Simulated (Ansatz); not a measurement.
## Phonons of ScPt (CsCl-type structure)

Level of theory: DFT, PBEsol, scalar-relativistic, no spin polarisation; plane waves to 420 eV with PAW datasets (Ansatz 0.2.0), Gaussian smearing of 0.15 eV. The datasets are Ansatz's generated set soft_2.

```
Sc Pt
1.0
     3.26125    0.00000    0.00000
     0.00000    3.26125    0.00000
     0.00000    0.00000    3.26125
Sc Pt
1 1
Direct
  0.00000 0.00000 0.00000
  0.50000 0.50000 0.50000
```

The start was a prototype's sites filled with these elements; the Crystallography Open Database holds the compound in this structure.

Force constants come from finite displacements in a 2×2×2 supercell (the unit cell's 10×10×10 k-mesh, folded to it); the long-range dipole term is not included. Points in reciprocal vectors of this cell: Γ = (0.000, 0.000, 0.000), X = (0.000, 0.500, 0.000), M = (0.500, 0.500, 0.000), R = (0.500, 0.500, 0.500).

**Question.** Is the structure dynamically stable along this path, and where does the spectrum end?

**Answer.** Yes: no branch is imaginary beyond numerical noise. The highest frequency is 275 cm⁻¹, at X. Points that don't fit the supercell are interpolated. The lowest branch at M is only 17 cm⁻¹, so the structure is close to an instability there.

Frequencies at the named points (cm⁻¹, imaginary ones negative):
```
point              ω (cm⁻¹)
    Γ     0 0 0 165 165 165
    X  69 69 94 152 152 275
    M  17 17 36 156 237 237
    R  50 50 50 255 255 255
```

**Question.** What does the harmonic approximation give for the vibrational free energy, entropy and heat capacity?

**Answer.** Zero-point energy 24.1 meV/atom.
```tsv
T (K)	F_vib (meV/atom)	S (J/K per mole of atoms)	C_V (J/K per mole of atoms)
100	14.7	19.5	18.2
200	-13.6	33.9	22.7
300	-53.9	43.4	23.9
400	-102.6	50.3	24.3
500	-157.7	55.8	24.5
600	-217.9	60.3	24.7
700	-282.4	64.1	24.7
800	-350.5	67.4	24.8
900	-421.9	70.3	24.8
1000	-496.1	72.9	24.8
```

The highest mode, 275 cm⁻¹, is worth 400 K. At 300 K the heat capacity has reached 96 % of the classical limit 3R = 24.9 J/K per mole of atoms: a mode at k_BT already holds 92 % of its classical share, and one at 1.5 k_BT 83 %.

The crystal is a metal or nearly so; low and unstable modes depend on mesh and smearing.

It ran for 47 s on 4 threads of Arm Neoverse V2, on a shared host, peak memory 1.7 GiB.

For elements this heavy, spin–orbit coupling would shift levels and gaps; it isn't included here.
